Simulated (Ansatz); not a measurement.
Total density of states per atom from PBE (plane waves, PAW; program Ansatz), in 0.25 eV bins, energy from the Fermi level:

| E (eV) | states/eV/atom |
|---|---|
| -7.85 | 0.21 |
| -7.60 | 0.18 |
| -7.35 | 0.17 |
| -7.10 | 0.22 |
| -6.85 | 0.36 |
| -6.60 | 0.32 |
| -6.35 | 0.28 |
| -6.10 | 0.22 |
| -5.85 | 0.18 |
| -5.60 | 0.16 |
| -5.35 | 0.13 |
| -5.10 | 0.12 |
| -4.85 | 0.13 |
| -4.60 | 0.17 |
| -4.35 | 0.24 |
| -4.10 | 0.33 |
| -3.85 | 0.41 |
| -3.60 | 0.38 |
| -3.35 | 0.46 |
| -3.10 | 0.49 |
| -2.85 | 0.69 |
| -2.60 | 0.78 |
| -2.35 | 0.62 |
| -2.10 | 0.74 |
| -1.85 | 0.70 |
| -1.60 | 0.79 |
| -1.35 | 0.64 |
| -1.10 | 0.40 |
| -0.85 | 0.27 |
| -0.60 | 0.18 |
| -0.35 | 0.11 |
| -0.10 | 0.06 |
| 0.15 | 0.02 |
| 0.40 | 0.09 |
| 0.65 | 0.29 |
| 0.90 | 0.40 |
| 1.15 | 0.55 |
| 1.40 | 0.48 |
| 1.65 | 0.50 |
| 1.90 | 0.66 |
| 2.15 | 0.67 |
| 2.40 | 0.63 |
| 2.65 | 0.61 |
| 2.90 | 0.60 |
| 3.15 | 0.65 |
| 3.40 | 0.62 |
| 3.65 | 0.65 |
| 3.90 | 0.52 |
| 4.15 | 0.50 |
| 4.40 | 0.62 |
| 4.65 | 0.71 |
| 4.90 | 0.56 |

Which of these materials gives this?
A) VGe, P-6m2 (V on 1a, Ge on 1f)
B) SiGe, Pmma (Si on 2e, Si on 2f, Ge on 2e, Ge on 2f)
C) SnGe, P4_2/mmc (Sn on 2c, Ge on 2e)
D) Ge, I4/mmm (Ge on 8h)

D, Ge, I4/mmm (Ge on 8h). Within 0.5 eV of the Fermi level: Ge 4p 81 %, Ge 4s 17 %. Projections are on Löwdin-orthogonalised atomic valence shells; empty p or d shells of many metals are not among them.

The start of the workflow was typed in or built on a structure type; neither database checked (COD, Materials Project) lists it. It is not the phase usual at ambient conditions (space group No. 227). The cell was relaxed with PBE under the symmetry of its start; its stability against distortions is not shown here. The volume moved by 34 % from the start of the relaxation. Scalar-relativistic: spin–orbit coupling is off unless named, which matters more the heavier the elements.

Potentials: the later of the program's two PAW sets.
